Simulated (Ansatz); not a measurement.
Input and command of a plane-wave DFT calculation in Ansatz:

```yaml
crystal:
  lattice:
    - [3.2384268969, 0.0, 0.0]
    - [0.0, 3.2384268969, 0.0]
    - [-1.6192134485, -1.6192134485, 4.8576403454]
  atoms:
    - { symbol: W, position: [0.0, 0.0, 0.0] }
    - { symbol: Ta, position: [0.3333333333, 0.3333333333, 0.6666666667] }
    - { symbol: Ta, position: [0.6666666667, 0.6666666667, 0.3333333333] }
basis:
  ecutwfc: 420
kpoints:
  mp_grid: { grid: [14, 14, 14] }
hamiltonian:
  xc: pbesol
scf:
  occupations: { method: gaussian, width: 0.1 }
output:
  forces: true
  stress: true
  eigenvalues: true
relax:
  adjacent_minimum: "off"
  f_tol: 0.015
  max_steps: 60
  cell: { stress_tol: 0.15 }
```

```bash
ansatz run input.yaml --threads 1 --pin off --max-ram 2560MiB --backend cpu --events-out ev --progress --plain --runs-dir out
```

Processor: Arm Neoverse V1, 1 thread, on a host shared with other jobs.

Q: How long does it run, and how much memory does it take?

A: About 110 s on 1 thread of Arm Neoverse V1 (shared host), peak memory 0.52 GiB. It solves 24 bands at 244 k points (the mesh reduced by symmetry) with about 973 plane waves (on the last cell), in 35 SCF iterations over 6 ionic steps.
